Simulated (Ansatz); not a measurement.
Calculated with Ansatz: Cs$_{2}$AgS$_{2}$, relaxation

Input:

```yaml
crystal:
  lattice:
    - [0.0, 0.0, 6.726158]
    - [7.636866, 0.0, 0.0]
    - [3.818433, 7.20667, -3.363079]
  atoms:
    - { symbol: Ag, position: [0.25, 0.0, 0.0] }
    - { symbol: Ag, position: [0.75, 0.0, 0.0] }
    - { symbol: S, position: [0.90209, 0.27841, 0.80418] }
    - { symbol: S, position: [0.09791, 0.72159, 0.19582] }
    - { symbol: S, position: [0.59791, 0.08259, 0.19582] }
    - { symbol: S, position: [0.40209, 0.91741, 0.80418] }
    - { symbol: Cs, position: [0.14886, 0.19093, 0.29772] }
    - { symbol: Cs, position: [0.85114, 0.80907, 0.70228] }
    - { symbol: Cs, position: [0.35114, 0.48865, 0.70228] }
    - { symbol: Cs, position: [0.64886, 0.51135, 0.29772] }
  symmetry: { tolerance: 0.0003 }
kpoints:
  mp_grid: { grid: [4, 4, 4], shift: [0, 0, 0] }
magnetization:
  spin_polarized: false
scf:
  occupations: { method: gaussian, width: 0.0774 }
  lower_state_search: "off"
hamiltonian:
  pseudopotentials: { kind: paw }
  xc: pbe
basis:
  ecutwfc: 420
  fft_grid_basis: typed
relax:
  max_steps: 80
  cell: { p_target: 0.0 }
  f_tol: 0.03
output:
  forces: true
  stress: true
  eigenvalues: true
  bader: true
  populations: true
  elf: true
  write_potential: true
  volumetric_format: npy
  dos:
    e_range: [-12, 8]
    de: 0.05
    projected: { site_lists: { Ag: [Ag], Cs: [Cs], S: [S] } }
checkpoint:
  read: saved_state
```

Launch command:

```bash
ansatz run input.yaml --threads 2 --pin off --max-ram 3584MiB --backend cpu --events-out ev --progress --plain --runs-dir out
```

Origin of the cell: a known structure type with other elements, at an estimated volume, so it need not be a known compound.

The saved state is a converged single point of the same cell.

Steps («new basis» is an SCF on plane waves selected anew at the same cell):

```json
{"step": "1", "ΔF (meV/atom)": "0.0", "max force component (eV/Å)": "0.191", "P (GPa)": "-1.23", "volume (Å³)": "370.18", "SCF iterations": "8", "step was": "accepted"}
{"step": "2", "ΔF (meV/atom)": "-10.9", "max force component (eV/Å)": "0.120", "P (GPa)": "-0.55", "volume (Å³)": "359.20", "SCF iterations": "8", "step was": "accepted"}
{"step": "3", "ΔF (meV/atom)": "-14.9", "max force component (eV/Å)": "0.028", "P (GPa)": "0.20", "volume (Å³)": "349.58", "SCF iterations": "7", "step was": "accepted"}
{"step": "4", "ΔF (meV/atom)": "-15.4", "max force component (eV/Å)": "0.018", "P (GPa)": "0.06", "volume (Å³)": "352.00", "SCF iterations": "8", "step was": "accepted"}
{"step": "5", "ΔF (meV/atom)": "-16.3", "max force component (eV/Å)": "0.025", "P (GPa)": "-0.12", "volume (Å³)": "355.09", "SCF iterations": "9", "step was": "accepted"}
{"step": "6", "ΔF (meV/atom)": "-12.8", "max force component (eV/Å)": "0.175", "P (GPa)": "-0.35", "volume (Å³)": "358.44", "SCF iterations": "9", "step was": "rejected"}
{"step": "7", "ΔF (meV/atom)": "-17.7", "max force component (eV/Å)": "0.015", "P (GPa)": "-0.11", "volume (Å³)": "354.22", "SCF iterations": "11", "step was": "accepted"}
{"step": "8", "ΔF (meV/atom)": "-16.6", "max force component (eV/Å)": "0.138", "P (GPa)": "-0.01", "volume (Å³)": "349.21", "SCF iterations": "8", "step was": "rejected"}
{"step": "9", "ΔF (meV/atom)": "-18.1", "max force component (eV/Å)": "0.027", "P (GPa)": "-0.02", "volume (Å³)": "351.90", "SCF iterations": "11", "step was": "accepted"}
{"step": "10", "ΔF (meV/atom)": "-18.0", "max force component (eV/Å)": "0.026", "P (GPa)": "0.06", "volume (Å³)": "349.43", "SCF iterations": "8", "step was": "rejected"}
{"step": "11", "ΔF (meV/atom)": "-18.2", "max force component (eV/Å)": "0.006", "P (GPa)": "0.00", "volume (Å³)": "351.04", "SCF iterations": "9", "step was": "accepted"}
{"step": "12", "ΔF (meV/atom)": "-18.1", "max force component (eV/Å)": "0.006", "P (GPa)": "0.00", "volume (Å³)": "351.04", "SCF iterations": "7", "step was": "new basis"}
```

Before:

Space group Ibam (No. 72); the run's cell has a = 6.726 Å, b = 7.637 Å, c = 8.822 Å, α = 64.35°, β = 112.41°, γ = 90.00°. Shortest distances: Ag–S 2.59 Å, Ag–Ag 3.36 Å.

After:

Space group Ibam (No. 72); the run's cell has a = 6.778 Å, b = 7.167 Å, c = 8.749 Å, α = 65.82°, β = 112.79°, γ = 90.00°. Shortest distances: Ag–S 2.55 Å, Ag–Ag 3.39 Å, Cs–S 3.58 Å, Ag–Cs 3.58 Å.

```xyz
10
Lattice="0.0000 0.0000 6.7778 7.1672 0.0000 0.0000 3.5836 7.2262 -3.3889" Properties=species:S:1:pos:R:3 pbc="T T T"
Ag    0.0000    0.0000    1.6944
Ag    0.0000    0.0000    5.0833
S     4.7500    5.7208    3.3889
S     6.0009    1.5055    0.0000
S     1.1664    1.5055    3.3889
S     9.5845    5.7208    0.0000
Cs    2.3615    2.0952    0.0000
Cs    8.3894    5.1311    3.3889
Cs    5.9451    5.1311    0.0000
Cs    4.8058    2.0952    3.3889
```

* Free energy lowered by: 18.1 meV/atom
* Volume change: -5.17 %
* Final pressure: 0.00 GPa
* Relaxation steps listed: 12

Caveats: the relaxation held the start's symmetry, so the end may be a saddle point.

Time: 5 min on 2 threads of Intel(R) Xeon(R) Platinum 8488C (Sapphire Rapids), with other jobs on the host, peak memory 0.96 GiB, from a saved density.
